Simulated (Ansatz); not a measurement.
## Notes on Ta5Sb4

```
CELL_PARAMETERS angstrom
-5.07260 5.07260 1.75559
5.07260 -5.07260 1.75559
5.07260 5.07260 -1.75559
ATOMIC_POSITIONS crystal
Ta 0.00000 0.00000 0.00000
Ta 0.31212 0.37078 0.68290
Ta 0.37078 0.68788 0.05866
Ta 0.68788 0.62922 0.31710
Ta 0.62922 0.31212 0.94134
Sb 0.05161 0.29588 0.34749
Sb 0.29588 0.94839 0.24427
Sb 0.94839 0.70412 0.65251
Sb 0.70412 0.05161 0.75573
```

The numbers come from plane-wave PAW DFT (Ansatz): PBEsol, no spin polarisation, 420 eV, 7×7×7 Γ-centred k points, fermi-dirac occupations (width 0.0144 eV). Nothing was relaxed.

Question: What do density and ELF say about some of the short contacts?

Answer: Ta–Sb at 2.75 Å: least valence density 0.37 e/Å³ and ELF 0.32 there. Ta–Ta at 2.90 Å: least valence density 0.32 e/Å³ and ELF 0.39 there. Both are smooth PAW fields, read partly inside the augmentation spheres.

Question: Is there a gap?

Answer: It is a metal, with about 3 states/eV a cell as the mean within 0.25 eV of the Fermi level, mostly Ta d (80 %) and Sb p (13 %).

Question: Where is the largest force?

Answer: The largest is on Sb8 (and as large on other atoms): 0.30 eV/Å, components (-0.29, 0.07, 0.00). It makes 87° with the line to a nearest neighbour, Ta4 at 2.75 Å.

Question: Is the cell too large or too small?

Answer: The pressure is 3.5 GPa (compression positive), so with the atoms held at these fractions the cell would first expand. The principal stresses 2.5, 4.1, 4.1 GPa differ, so its shape would change too.

Origin: a database entry at a rescaled volume.
